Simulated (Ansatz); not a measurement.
Input:

GeMo2N:
```
CELL_PARAMETERS angstrom
      2.95202     0.00000     0.00000
     -1.47601     2.55652     0.00000
      0.00000     0.00000    13.55166
ATOMIC_POSITIONS crystal
  Ge 0.33333 0.66667 0.75000
  Ge 0.66667 0.33333 0.25000
  Mo 0.33333 0.66667 0.09749
  Mo 0.66667 0.33333 0.59749
  Mo 0.66667 0.33333 0.90251
  Mo 0.33333 0.66667 0.40251
  N  0.00000 0.00000 0.00000
  N  0.00000 0.00000 0.50000
```
The run is spin-polarised, in the one order tried: ferromagnetic.

This is the r²SCAN-relaxed structure.

### Question
All from r²SCAN in the plane-wave PAW code Ansatz, unless another level is named. Estimate the net moment.

### Answer
0.25 μB per atom.

### Question
Give the Bader charges.

### Answer
Ge -0.37, Mo +0.92, N -1.47 e.

Space group P6_3/mmc. The start of the workflow was typed in or built on a structure type; neither database checked (COD, Materials Project) lists it. Whether it is the stable phase at ambient conditions was not checked. Symmetry was held in the r²SCAN relaxation; whether a distortion lowers the energy is not shown. The final state is ferromagnetic, the only order run, not a proven ground state. Other orbital occupations within this spin state were not tried. No Hubbard U is applied.

Potentials: the earlier of the program's two PAW sets.
